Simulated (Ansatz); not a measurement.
Consider the following.

Os (hcp (Mg type), P6_3/mmc), a = b = 2.729 Å, c = 4.310 Å, α = β = 90.00°, γ = 120.00°.

This is the PBEsol-relaxed structure.

Task: All from PBEsol in the plane-wave PAW code Ansatz, unless another level is named. Give the density of states at the Fermi level.

Result: 0.59 states/eV per atom (mean over ±0.08 eV).

Task: Give the gap with spin–orbit coupling.

Result: none (metallic).

Symmetry was held in the PBEsol relaxation; of distortions, only those at the zone centre were tested. The run is not spin-polarised. Axis ratios of metals converge slowly with the k-mesh, so a and c are less sure than the volume. Scalar-relativistic: spin–orbit coupling is off unless named, which matters more the heavier the elements.

Potentials: the earlier of the program's two PAW sets.
